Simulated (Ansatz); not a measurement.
**Cu₂S₃: reading a single point**

```xyz
5
Lattice="1.7635 3.0544 0.0000 -1.7635 3.0544 0.0000 0.0000 -2.0363 8.1259" Properties=species:S:1:pos:R:3 pbc="T T T"
Cu    0.0000    2.0363    1.6447
Cu    0.0000    2.0363    6.4812
S     0.0000    0.0000    0.0000
S     0.0000    0.0000    5.1608
S     0.0000    4.0725    2.9652
```

Level: PBE, no spin polarisation; 420 eV; 10×10×10 Γ-centred mesh; fermi-dirac occupations (width 0.0204 eV); Ansatz 0.2.0, fixed geometry.

**Forces.** The largest is on S4 (and as large on other atoms): 0.69 eV/Å, components (0.00, 0.00, 0.69). It makes 57° with the line to a nearest neighbour, Cu2 at 2.43 Å.
**At the Fermi level.** It is a metal, with about 3.4 states/eV a cell as the mean within 0.25 eV of the Fermi level, mostly S p (72 %) and Cu d (22 %).
**Charges.** Bader charges in e: Cu +0.65, S -0.60 to -0.35. In the mean Cu gives up most and S takes most.
**Stress.** The pressure is -9.6 GPa (compression positive), so with the atoms held at these fractions the cell would first shrink. The principal stresses -13.2, -7.8, -7.8 GPa differ, so its shape would change too.

Origin: a known structure type with other elements, at an estimated volume, so it need not be a known compound. Caveats: many states at the Fermi level without spin polarisation, so a magnetic state may lie lower.
